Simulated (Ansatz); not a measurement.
Y (fcc (Cu type), space group No. 225) under volume change, r²SCAN (plane waves, PAW; program Ansatz), scaled uniformly.

```tsv
V (Å³/atom)	E − E(relaxed) (meV/atom)	P (GPa)
30.203	36.1	4.12
31.198	15.4	2.58
32.194	3.7	1.21
33.190	0.0	0.00
34.185	3.4	-1.06
35.181	12.9	-2.00
36.177	27.9	-2.83
```

### Question
What does a third-order Birch–Murnaghan fit give for V₀, B₀ and B′?

### Answer
V₀ = 33.19 Å³/atom, B₀ = 37.7 GPa, B′ = 3.2.

Space group Fm-3m (fcc (Cu type)). A made-up cell: these elements were put on the sites of a structure type; the Crystallography Open Database files this formula in space group No. 225, but the cells were not matched. It is not the phase usual at ambient conditions (space group No. 194). The cell was relaxed with r²SCAN under the symmetry of its start; phonons on a q-mesh show no instability. No spin polarisation was allowed.

Potentials: the later of the program's two PAW sets.
